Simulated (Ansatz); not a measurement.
**MgO (Fm-3m): lattice vibrations**

```yaml
crystal:
  lattice:
    - [0.00000, 2.07959, 2.07959]
    - [2.07959, 0.00000, 2.07959]
    - [2.07959, 2.07959, 0.00000]
  atoms:
    - { symbol: Mg, position: [0.00000, 0.00000, 0.00000] }
    - { symbol: O, position: [0.50000, 0.50000, 0.50000] }
```

Computed, not measured; unless marked otherwise by LDA, all-electron LAPW in Ansatz 0.2.0, scalar-relativistic. k mesh 10×10×10, fixed occupations, basis error target 1 meV/atom. The cell was relaxed by PAW under this functional, which moved its volume by -4 % from the database entry's.

Atoms are displaced by 0.01 Å in the smallest supercells that hold the wave vectors of a 2×2×2 mesh. Negative values stand for unstable modes. The zone centre has no LO-TO term.

(1) What are the phonon energies at the solved wave vectors, in cm⁻¹?

(2) Is the structure dynamically stable at these wave vectors?

(3) How do the optical zone-centre modes decompose, and which are active?

(4) How well do frozen-core PAW files reproduce these all-electron values?

(5) The cell is scaled evenly to 17.717 and 18.257 Å³ (from 17.987), with free atoms relaxed and the shape held. What are the mode Grüneisen parameters γ = −d ln ω/d ln V?

(6) Linear response on PAW files adds the field. What are the dielectric tensor, the Born charges and the LO shift?

## Answers

(1) 

```json
{"q": "0.000 0.000 0.000", "point": "Gamma", "modes (cm⁻¹)": "409.8 (×3)"}
{"q": "0.500 0.000 0.000", "point": "L", "modes (cm⁻¹)": "285.0 (×2), 371.2 (×2), 551.9, 575.5"}
{"q": "0.500 0.500 0.000", "point": "X", "modes (cm⁻¹)": "292.2 (×2), 432.7, 458.5 (×2), 553.6"}
```

(2) Yes, no mode is unstable there; wave vectors off this mesh aren't tested.

(3) Point group m-3m: Γ_opt = T1u.

```csv
label,cm⁻¹,activity,mostly
T1u,409.8,IR,O (60 %)
```

(4) With a cutoff of 420 eV and displacements of 0.0025 Å, the r.m.s. difference over the modes is 0.9 cm⁻¹; the largest difference is 408.4 (PAW) against 409.8 cm⁻¹ (LAPW).

(5) For the highest mode, 585.8 cm⁻¹ in the small cell and 565.6 in the large one give γ ≈ 1.17. From the change of the dynamical matrix on each mode:

```json
{"point": "Gamma", "cm⁻¹": "409.8", "γ": "2.34"}
{"point": "L", "cm⁻¹": "285.0", "γ": "2.07"}
{"point": "L", "cm⁻¹": "371.2", "γ": "1.97"}
{"point": "L", "cm⁻¹": "551.9", "γ": "0.95"}
{"point": "L", "cm⁻¹": "575.5", "γ": "1.17"}
{"point": "X", "cm⁻¹": "292.2", "γ": "0.64"}
{"point": "X", "cm⁻¹": "432.7", "γ": "1.46"}
{"point": "X", "cm⁻¹": "458.5", "γ": "2.09"}
{"point": "X", "cm⁻¹": "553.6", "γ": "1.24"}
```

Weighted by the modes' heat capacities at 300 K, the mean on this mesh is 1.63; it moves with the q mesh, and a coarse one overweights the zone boundary.

(6) ε∞ = (3.18, 3.18, 3.18) along x, y, z with local fields. Born charges (xx, yy, zz): Mg1 (1.97, 1.97, 1.97); O2 (-1.97, -1.97, -1.97). The highest zone-centre mode lies at 408.4 cm⁻¹ without the macroscopic field and at 715.2 cm⁻¹ with it, for q along x. Lyddane-Sachs-Teller then gives ε₀ = ε∞ (ω_LO/ω_TO)² = 9.76. With the ions free to follow the field, the program's ε₀ is (9.76, 9.76, 9.76).

Caveats: the frozen-core PAW files of the compared runs were fitted under PBE, their cores solved anew for this functional; semilocal gaps are low, and ε∞ tends to come out large.
